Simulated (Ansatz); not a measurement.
CsBr:
```cif
data_BrCs
_chemical_formula_sum 'Cs1 Br1'
_space_group_name_H-M_alt 'P 1'
_space_group_IT_number 1
_cell_length_a 4.32371
_cell_length_b 4.32371
_cell_length_c 4.32371
_cell_angle_alpha 90.000
_cell_angle_beta 90.000
_cell_angle_gamma 90.000
loop_
_space_group_symop_operation_xyz
  'x, y, z'
loop_
_atom_site_label
_atom_site_type_symbol
_atom_site_fract_x
_atom_site_fract_y
_atom_site_fract_z
_atom_site_occupancy
Cs1 Cs 0.00000 0.00000 0.00000 1
Br1 Br 0.50000 0.50000 0.50000 1
```

Relaxed with r²SCAN. DFT-r²SCAN in the program Ansatz with PAW potentials gives a gap of 5.19 eV.

Question: What gap does HSE06 give on the same cell (Ansatz, PAW)?

Answer: 5.60 eV, 0.41 eV more. The hybrid was solved on a coarser mesh and at special points; its gap is the smallest among all of these.

```json
[
 {"k": "Γ", "v1 r²SCAN": "0.00", "c1 r²SCAN": "5.19", "v1 HSE06": "0.00", "c1 HSE06": "5.60"},
 {"k": "R", "v1 r²SCAN": "-1.11", "c1 r²SCAN": "8.90", "v1 HSE06": "(withheld)", "c1 HSE06": "(withheld)"},
 {"k": "M", "v1 r²SCAN": "0.00", "c1 r²SCAN": "5.84", "v1 HSE06": "(withheld)", "c1 HSE06": "(withheld)"},
 {"k": "X", "v1 r²SCAN": "-0.19", "c1 r²SCAN": "6.44", "v1 HSE06": "(withheld)", "c1 HSE06": "(withheld)"}
]
```

Question: Top valence (v1) and lowest conduction level (c1) in eV from each method's valence maximum (which need not be a listed point): supply the withheld HSE06 values.

Answer: 
- X, v1 HSE06: -0.20
- X, c1 HSE06: 7.14
- R, v1 HSE06: -1.18
- R, c1 HSE06: 9.56
- M, v1 HSE06: 0.00
- M, c1 HSE06: 6.42

Cost on shared cores: the r²SCAN run (SCF on a 7×7×7 mesh, then bands and DOS) roughly 30 core-seconds, the HSE06 run (SCF on 5×5×5, then a few points) very roughly 2.1 core-minutes; the tasks are unlike.

Space group Pm-3m (CsCl type). The cell was relaxed with r²SCAN under the symmetry of its start. Spin–orbit coupling is left out wherever it is not named.

Potentials: the later of the program's two PAW sets.
